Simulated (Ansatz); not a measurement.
## Relaxation of Ga₂Os

These are results of Ansatz, DFT PBEsol, scalar-relativistic, plane waves, PAW, not measurements. (420 eV cutoff, 8×8×8 k-mesh, Gaussian smearing of 0.02 eV, no spin polarisation)

What was changed: strain along c alone, the other axes held, atoms relaxed: -3.0 %.

Spin–orbit coupling is left out, which can shift energies with elements as heavy as these.

Command:

```bash
ansatz run input.yaml --threads 1 --pin off --max-ram 2560MiB --backend cpu --events-out ev --progress --plain --runs-dir out
```

Input:

```yaml
crystal:
  lattice:
    - [-0.053168609, 4.0117637812, 4.3474900475]
    - [2.3389867157, -0.030526634, 4.3474900475]
    - [2.2858181067, 3.9812371472, 0.0]
  atoms:
    - { symbol: Ga, position: [0.0819925482, 0.4176865094, 0.0834932648] }
    - { symbol: Ga, position: [0.4176865094, 0.0819925482, 0.4168276776] }
    - { symbol: Ga, position: [0.1680074518, 0.8323134906, 0.1665067352] }
    - { symbol: Ga, position: [0.8323134906, 0.1680074518, 0.8331723224] }
    - { symbol: Os, position: [0.7498771401, 0.7498771401, 0.7501228599] }
    - { symbol: Os, position: [0.5001228599, 0.5001228599, 0.4998771401] }
basis:
  ecutwfc: 420
kpoints:
  mp_grid: { grid: [8, 8, 8] }
hamiltonian:
  xc: pbesol
scf:
  occupations: { method: gaussian, width: 0.02 }
output:
  forces: true
  stress: true
  eigenvalues: true
relax:
  adjacent_minimum: "off"
  f_tol: 0.008
  max_steps: 40
```

F is the free energy.

Steps:

```tsv
step	F − F(1) (eV)	largest force component (eV/Å)
1	0.0000	0.054
2	-0.0003	0.015
3	-0.0003	0.008
4	-0.0003	0.000
```

Relaxed structure:

```
CELL_PARAMETERS angstrom
-0.05317 4.01176 4.34749
2.33899 -0.03053 4.34749
2.28582 3.98124 0.00000
ATOMIC_POSITIONS crystal
Ga 0.08149 0.41790 0.08419
Ga 0.41790 0.08149 0.41642
Ga 0.16851 0.83210 0.16581
Ga 0.83210 0.16851 0.83358
Os 0.74975 0.74975 0.75025
Os 0.50025 0.50025 0.49975
```

The structure is monoclinic, space group C2/c (No. 15). The conventional cell has a = 4.678 Å, b = 8.695 Å, c = 4.591 Å, α = 90.00°, β = 119.11°, γ = 90.00°. Ga (site symmetry 1) is surrounded by 5 Ga at 2.55 to 2.71 Å and 5 Os at 2.55 to 2.73 Å. Os (site symmetry 2) has 10 Ga at 2.55 to 2.73 Å as nearest neighbours.

The run converged. The run took 2.1 min on 1 thread of Arm Neoverse V2, on a shared host, peak memory 0.68 GiB.